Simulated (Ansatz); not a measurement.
# LiTl6C2O6F2, one structure, two calculations

Cell: a Materials Project structure (computed, not necessarily an observed phase), taken as it stands.

```cif
data_structure
_symmetry_space_group_name_H-M 'P 1'
_symmetry_Int_Tables_number 1
_cell_length_a 6.6932
_cell_length_b 7.4473
_cell_length_c 8.1354
_cell_angle_alpha 116.283
_cell_angle_beta 98.760
_cell_angle_gamma 92.315
_cell_volume 356.69
loop_
_atom_site_label
_atom_site_type_symbol
_atom_site_fract_x
_atom_site_fract_y
_atom_site_fract_z
_atom_site_occupancy
Li1 Li 0.98462 0.05880 0.01549 1
Tl2 Tl 0.73050 0.80507 0.40076 1
Tl3 Tl 0.25984 0.77297 0.68757 1
Tl4 Tl 0.20750 0.19168 0.55976 1
Tl5 Tl 0.68215 0.27286 0.33292 1
Tl6 Tl 0.76005 0.58508 0.85641 1
Tl7 Tl 0.32532 0.43154 0.08323 1
C8 C 0.77533 0.14782 0.82041 1
C9 C 0.26282 0.85805 0.15488 1
O10 O 0.85650 0.27960 0.99167 1
O11 O 0.81309 0.95978 0.76575 1
O12 O 0.66518 0.19864 0.70681 1
O13 O 0.28429 0.72294 0.99060 1
O14 O 0.19296 0.02632 0.17695 1
O15 O 0.30938 0.82182 0.29817 1
F16 F 0.96687 0.50126 0.58715 1
F17 F 0.45484 0.47411 0.57147 1
```

Atom numbers follow the list; atoms alike are taken as one site, whose name carries the number of the first.

First run. All values are calculated (Ansatz; DFT, PBE, plane waves and PAW, scalar-relativistic, 420 eV cutoff, Γ-centred 5×5×4 k-points, Fermi–Dirac smearing 0.05 eV), not measured.

| site | atom | V_zz (10²¹ V/m²) | η |
| --- | --- | --- | --- |
| Tl2 | 2 | -28.6 | 0.68 |
| Tl3 | 3 | -11.37 | 0.54 |
| Tl4 | 4 | 7.31 | 0.59 |
| Tl5 | 5 | -28.3 | 0.49 |
| Tl6 | 6 | -15.22 | 0.57 |
| Tl7 | 7 | 26.4 | 0.29 |
| C8 | 8 | 2.36 | 0.12 |
| C9 | 9 | 2.40 | 0.05 |
| O12 | 12 | 10.49 | 0.89 |
| O13 | 13 | 10.88 | 0.71 |
| O14 | 14 | 11.64 | 0.77 |
| O15 | 15 | 10.80 | 0.82 |
| F16 | 16 | 3.27 | 0.80 |
| F17 | 17 | -2.40 | 0.92 |

Second run. The same atoms and settings, except that the functional is r2SCAN, the cutoff is 500 eV and the mesh is 5×5×5.

**Question.** Given the first result, estimate the second.

**Answer.** 

```csv
site,atom,V_zz,η,change of V_zz
Tl2,2,-31.2,0.60,-2.58
Tl3,3,-12.01,0.49,-0.64
Tl4,4,7.31,0.47,0.00
Tl5,5,-30.7,0.45,-2.43
Tl6,6,-15.43,0.54,-0.21
Tl7,7,26.4,0.33,+0.06
C8,8,2.85,0.11,+0.49
C9,9,2.90,0.04,+0.50
O12,12,11.06,0.90,+0.57
O13,13,11.46,0.73,+0.58
O14,14,12.16,0.78,+0.52
O15,15,11.37,0.84,+0.57
F16,16,3.13,0.84,-0.14
F17,17,-2.32,0.87,+0.08
```

The largest change of V_zz is on Tl2, from -28.6 to -31.2. In per cent, |V_zz| changes by 0 to +9 on Tl, +21 on C, +4 to +5 on O, -4 to -3 on F (all sites that start above 2). The table leaves out 3 of the 17 sites, with |V_zz| up to 11.97; their tensors move by 0.60 at most along any direction. The statements above cover all sites.

Spin–orbit coupling is left out, which shifts gradients on Tl by a few per cent in wide-gap crystals, and can shift them far more where the calculated gap is small or absent, as here. With these PAW files V_zz is typically within 2 to 3 % of all-electron values, but misses above 10 % occur on Li.
For the first run: The largest force is 0.3 eV/Å, so the atoms aren't at the calculated equilibrium and relaxing them would move these values.
For the second run: The largest force is 0.8 eV/Å, so the atoms aren't at the calculated equilibrium and relaxing them would move these values.
